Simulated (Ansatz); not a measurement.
NiGe (CsCl type, space group No. 221) under volume change, r²SCAN in the plane-wave PAW code Ansatz, scaled uniformly.

| V (Å³/atom) | E − E(relaxed) (meV/atom) | P (GPa) |
|---|---|---|
| 11.518 | 58.2 | 18.04 |
| 11.897 | … | … |
| 12.277 | 5.6 | 4.88 |
| 12.657 | 0.0 | 0.00 |
| 13.037 | 5.0 | -4.12 |
| 13.416 | 19.0 | -7.60 |
| 13.796 | … | … |

Q: Some entries are withheld; supply them.

A: 
- 13.796, E − E(relaxed) (meV/atom): 40.5
- 13.796, P (GPa): -10.47
- 11.897, E − E(relaxed) (meV/atom): 24.1
- 11.897, P (GPa): 10.92

Q: What does a third-order Birch–Murnaghan fit give for V₀, B₀ and B′?

A: V₀ = 12.66 Å³/atom, B₀ = 151 GPa, B′ = 5.1.

Space group Pm-3m (CsCl type). A made-up cell: these elements were put on the sites of a structure type; neither database checked (COD, Materials Project) lists it. COD files the formula under space group No. 62, so this cell is another polymorph or a model. Its standing as an ambient phase is unchecked. Symmetry was held in the r²SCAN relaxation; whether a distortion lowers the energy is not shown. The workflow began spin-polarised and lost its moments.

Potentials: the earlier of the program's two PAW sets.
